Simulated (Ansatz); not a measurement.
K₂Au₃ in space group Immm (No. 71; Au on 2a, Au on 4h, K on 4j) at seven volumes, the program Ansatz at the PBEsol level (PAW), shape and atoms relaxed at each. One row is withheld.

| V (Å³/atom) | P (GPa) |
|---|---|
| 24.000 | 4.38 |
| 24.791 | 2.65 |
| 25.582 | 1.20 |
| 26.373 | 0.00 |
| 27.164 | -0.98 |
| 27.956 | -1.77 |
| 28.747 | ? |

Question: Fit the shown pressures and predict the withheld one.

Answer: Third-order Birch–Murnaghan: P = (3/2)B₀(x^(7/2) − x^(5/2))[1 + (3/4)(B′ − 4)(x − 1)] with x = (V₀/V)^(2/3). Least squares on the six rows gives V₀ = 26.379 Å³/atom, B₀ = 35.88 GPa, B′ = 5.45. At V = 28.747, x = 0.9443 and P = -2.44 GPa. The run itself gave -2.38 GPa.

The workflow started from an entry of the Crystallography Open Database (COD). Its standing as an ambient phase is unchecked. Symmetry was held in the PBEsol relaxation; its stability against distortions is not shown here. Scalar-relativistic: spin–orbit coupling is off unless named, which matters more the heavier the elements.

Potentials: the later of the program's two PAW sets.
